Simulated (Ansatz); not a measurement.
ZrIO$_{4}$: settings compared (Ansatz)

Run with:

```bash
ansatz run input.yaml --threads 1 --pin off --max-ram 2560MiB --backend cpu --events-out ev --progress --plain --runs-dir out
```

input.yaml:

```yaml
crystal:
  lattice:
    - [0.0, -2.115709, 3.421678]
    - [1.247165, -1.709044, -3.421678]
    - [6.488365, 0.0, 0.0]
  atoms:
    - { symbol: O, position: [0.65, 0.3, 0.05] }
    - { symbol: O, position: [0.35, 0.7, 0.95] }
    - { symbol: I, position: [0.5, 0.0, 0.5] }
    - { symbol: Zr, position: [0.0, 0.0, 0.0] }
    - { symbol: O, position: [0.887, 0.774, 0.339] }
    - { symbol: O, position: [0.113, 0.226, 0.661] }
  symmetry: { tolerance: 0.0003 }
kpoints:
  mp_grid: { grid: [6, 6, 6], shift: [0, 0, 0] }
magnetization:
  spin_polarized: false
scf:
  occupations: { method: fermi_dirac }
hamiltonian:
  pseudopotentials: { kind: paw }
  xc: pbe
basis:
  ecutwfc: 420
output:
  forces: true
  stress: true
  eigenvalues: true
```

Origin of the cell: a known structure type with other elements, at an estimated volume, so it need not be a known compound.

The smearing width isn't typed, so it takes its default of 0.1 eV.

Output of this run (shortened):

```
SCF iter   1: F=—  HF=-13963.313547 eV  Δρ=4.56e-3  dr2=1.04e-2
SCF iter   2: F=—  HF=-13963.312789 eV  Δρ=2.46e-3  dr2=4.16e-3
SCF iter   3: F=—  HF=-13963.312280 eV  Δρ=4.80e-4  dr2=4.28e-4
SCF iter   4: F=—  HF=-13963.312253 eV  Δρ=3.06e-4  dr2=1.51e-4
SCF iter   5: F=—  HF=-13963.312233 eV  Δρ=9.89e-5  dr2=1.17e-5
SCF iter   6: F=—  HF=-13963.312094 eV  Δρ=2.35e-5  dr2=6.46e-7
SCF iter   7: F=-13963.312094 eV  HF=-13963.312094 eV  Δρ=4.78e-6  dr2=1.73e-8
SCF 1 converged in 7 iterations: F = -13963.312094 eV  dr2 = 1.73e-8
SCF converged after 7 iterations
Free energy (F): -13963.312094 eV
Harris-Foulkes:  -13963.312094 eV  (|F-HF|=7.45e-9)
Internal energy: -13963.137836 eV  (E = F + TS)
E sigma→0 (E₀):  -13963.224965 eV
Entropy (-TS):   -0.174258 eV (-29.043 meV/atom)
Fermi energy:    9.253849 eV
--- Per-component energies (eV) ---
  E_band       = -480.604693
  E_kinetic    = 1209.229483
  E_local      = -3489.748055  (includes V_loc(G=0)·N_el)
  E_nonlocal   = 172.307420
  E_hartree    = 1471.492560
  E_xc         = -582.634008
  E_vxc        = -692.818618  (∫ρ·V_xc dr)
  E_paw        = -8391.272971  (= ΣΔE_a)
  E_vpaw       = -622.574554  (= ΣTr[D̂ρ^β])
  E_aug_tail   = 0.009268  (compensation charges beyond the density's cutoff)
  E_ewald      = -4352.521532
  E_smearing   = -0.174258  (= −TS)
  Σ components = -13963.312094   (vs F -13963.312094, Δ=0.00e0)
--- Forces (eV/Å), atoms counted from 1 ---
  atom   1  O      1.013529     0.330489     0.204349
  atom   2  O     -1.013529    -0.330489    -0.204349
  atom   3  I      0.000000    -0.000000     0.000000
  atom   4  Zr    -0.000000     0.000000    -0.000000
  atom   5  O      1.897183     0.618629     0.382514
  atom   6  O     -1.897183    -0.618629    -0.382514
  max |Σ_I F_I| component: 2.22e-16 eV/Å
--- Stress (GPa, compression-positive) ---
       -0.564813       4.115190       2.544522
        4.115190     -11.843214       0.829712
        2.544522       0.829712     -12.672054
  P = ⅓ Tr σ = -8.3600 GPa (-83.600 kbar)
```

The same input was run again with these changes:

1. `hamiltonian.hubbard` default → { sites: [{ species: Zr, l: d, u_eff: 2.0 }], double_counting: fll }; `scf.convergence.dr2_threshold` default → 1.0e-11; typed moments: none
2. `kpoints.mp_grid.grid` [6, 6, 6] → [9, 9, 9]; `scf.lower_state_search` default → "off"
3. `hamiltonian.xc` pbe → pbesol
4. `basis.xc_grid` default → 4; `scf.algorithm` default → direct_min

| run | end | SCF iterations | P (GPa) | max force component (eV/Å) | moment (μB) | ΔE(σ→0) (meV/atom) |
| --- | --- | --- | --- | --- | --- | --- |
| base | converged | 7 | -8.36 | 1.897 | – | 0 |
| 1 | converged | 17 | -7.42 | 2.038 | – | – |
| 2 | converged | 7 | -8.38 | 1.900 | – | -1.11 |
| 3 | converged | 7 | -13.62 | 1.807 | – | – |
| 4 | converged | 5 | -8.36 | 1.897 | – | -0.01 |

Energies are compared only where functional, datasets, charge and starting cell are the same.

Caveats of the base run: no moments, though an odd count or open d shells may carry them; no spin-orbit coupling, though heavy elements are present; the k mesh is coarse if the cell is a metal.

The base run took 5.2 s on 1 thread of Arm Neoverse V1, on a shared host, peak memory 0.39 GiB, from the program's own first density.
